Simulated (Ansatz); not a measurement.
**KHF2 squeezed and stretched**

A database entry relaxed whole under r2SCAN (I4/mcm):

```
K H F
1.0
    -2.80684    2.80684    3.36525
     2.80684   -2.80684    3.36525
     2.80684    2.80684   -3.36525
K H F
2 2 4
Direct
  0.25000 0.25000 0.00000
  0.75000 0.75000 0.00000
  0.50000 0.00000 0.50000
  0.00000 0.50000 0.50000
  0.64343 0.14343 0.78686
  0.14343 0.35657 0.50000
  0.35657 0.85657 0.21314
  0.85657 0.64343 0.50000
```

The cell was scaled uniformly, its shape held, and the atoms relaxed at each volume with plane-wave PAW DFT (Ansatz 0.2.0; r2SCAN, 500 eV, 8×8×8 Γ-centred mesh, fermi-dirac occupations of width 0.020 eV; no spin, no spin-orbit coupling). One row is withheld.

| volume (Å³/atom) | energy over the lowest (meV/atom) | pressure (GPa) | gap over mesh and path (eV) |
| --- | --- | --- | --- |
| 12.461 | 5.5 | 2.37 | 8.276 |
| 12.726 | 2.3 | 1.48 | 8.181 |
| 12.991 | 0.6 | 0.69 | 8.088 |
| 13.256 | 0.0 | 0.01 | 7.999 |
| 13.521 | ? | ? | ? |
| 13.787 | 1.9 | -1.11 | 7.829 |
| 14.052 | 4.2 | -1.57 | 7.748 |

Task: Fit the pressures of the other rows to the third-order Birch-Murnaghan form.

Result: With f = [(V₀/V)^(2/3) − 1]/2 and P = 3B₀f(1 + 2f)^(5/2)[1 + 3(B₀′ − 4)f/2], least squares gives V₀ = 13.26 Å³ an atom, B₀ = 31.9 GPa and B₀′ = 5.7; the rows miss the fit by less than 0.01 GPa. The slope of the energies differs from these pressures by less than 0.05 GPa.

Task: How does the gap move with volume?

Result: A parabola in ln(V/V₀) through the other rows has the slope dE_g/d ln V = -4.4 eV at V₀, so by B₀ the gap moves by +138 meV a GPa at this fixed shape: it widens under pressure.

Task: What does the withheld row hold?

Result: The fit gives -0.59 GPa at 13.521 Å³; the run gave -0.59 GPa and 0.5 meV an atom. Its gap is 7.912 eV, against 7.912 eV from the parabola.

Caveats: the shape of the cell was held, so B₀ is an upper bound where the axes differ in stiffness; 0 K, fixed nuclei; the symmetry was kept, and this need not be the phase that is stable at 0 K; one mesh for all volumes; r2SCAN gaps lie as a rule under measured ones; the slope of the gap can be off by tens of per cent, more where shallow d levels or spin-orbit coupling act on the edges; pressure is positive in compression.
